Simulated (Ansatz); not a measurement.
Method: DFT PBE, scalar-relativistic, plane waves, PAW (Ansatz 0.2.0). Settings: cutoff 420 eV, Γ-centred meshes spaced at most about 0.3 Å⁻¹, and about 0.25 Å⁻¹ or finer for metals (2π included), Gaussian smearing. No spin polarisation in the final relaxations.

Each of these unrelaxed guesses is relaxed in cell and atoms within its symmetry. A guess keeps its type if space group and coordination stay and the shape of the cell changes little (axis ratios within about 15 %, angles within 6°); the volume may change.

1. Te5Pd

```
CELL_PARAMETERS angstrom
0.00000 4.55233 4.55233
4.55233 0.00000 4.55233
4.55233 4.55233 0.00000
ATOMIC_POSITIONS crystal
Te 0.37500 0.37500 0.87500
Te 0.37500 0.87500 0.37500
Te 0.87500 0.37500 0.37500
Te 0.37500 0.37500 0.37500
Te 0.75000 0.75000 0.75000
Pd 0.00000 0.00000 0.00000
```

2. Ca4AlO

```
CELL_PARAMETERS angstrom
-3.44374 3.44374 2.69679
3.44374 -3.44374 2.69679
3.44374 3.44374 -2.69679
ATOMIC_POSITIONS crystal
Ca 0.40414 0.90414 0.80827
Ca 0.09586 0.59586 0.19173
Ca 0.59586 0.40414 0.50000
Ca 0.90414 0.09586 0.50000
Al 0.50000 0.50000 0.00000
O 0.00000 0.00000 0.00000
```

3. BiH4

```
CELL_PARAMETERS angstrom
3.12230 0.00000 0.00000
-1.56115 2.70399 0.00000
0.00000 0.00000 7.01230
ATOMIC_POSITIONS crystal
Bi 0.33333 0.66667 0.50000
H 0.33333 0.66667 0.77107
H 0.33333 0.66667 0.22893
H 0.66667 0.33333 0.78282
H 0.66667 0.33333 0.21718
```

Q: Which keep their type?

A: Guess 1 keeps its type.

```csv
guess,kept,start group,end group,V start (Å³/atom),V end,"b/a and c/a, end over start",nearest neighbours start,nearest neighbours end
1,yes,F-43m,F-43m,31.4,28.9,"1.00, 1.00","Pd 16, Te 6/16","Pd 16, Te 6/16"
2,no,I422,I422,21.3,27.6,"1.00, 1.26","Al 10, Ca 7, O 10","Al 10, Ca 4, O 10"
3,no,P-6m2,P-6m2,11.8,12.9,"1.00, 0.69","Bi 2, H 3/4","Bi 2, H 1"
```

Neighbours count within 15 % of an atom's shortest distance; end groups are read at 0.02 Å (0.05 Å in metals).

Spin–orbit coupling, which can matter for Bi and Te, is left out. A magnetic state wasn't ruled out in cells without spin, among them BiH4 P-6m2. Cells relaxed within their symmetry can be saddle points.

In counts of neighbours, a slash parts the counts of unlike sites.
